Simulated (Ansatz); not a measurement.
# Is this Al₂BAs₃ structure a true minimum?

The structure comes from a generated guess, relaxed at this level; another structure or a mixture of phases may lie lower.

All numbers below come from DFT PBE, scalar-relativistic, plane waves, PAW in Ansatz. Cutoff 420 eV; k points 10×10×10 on the computed 6-atom cell (Γ-centred); Gaussian smearing, width 0.02 eV; no spin polarisation.

The cell below (6 atoms, space group I-4m2 (No. 119)) is relaxed within its symmetry.

```
CELL_PARAMETERS angstrom
-1.89933 1.89933 8.37190
1.89933 -1.89933 8.37190
1.89933 1.89933 -8.37190
ATOMIC_POSITIONS crystal
Al 0.84017 0.84017 0.00000
Al 0.15983 0.15983 0.00000
B 0.50000 0.50000 0.00000
As 0.56813 0.06813 0.50000
As 0.25000 0.75000 0.50000
As 0.93187 0.43187 0.50000
```

For the test a repeat of it with 12 atoms (edges 5.37, 5.37, 8.79 Å) was strained at random (σ = 1.5 % a component), the atoms were moved at random (σ = 0.10 Å), and all was relaxed again on a coarse 4×4×4 mesh (in the run’s order of axes) with 0.10 eV smearing, with no symmetry imposed.

Task: What happens?

Result: It returns, within 1 meV/atom of the unmoved cell on that mesh and with the same symmetry when read at 0.1 Å. So it is stable against the distortions that fit this cell and that this random move excites. Modes that don't fit the cell aren't tested.
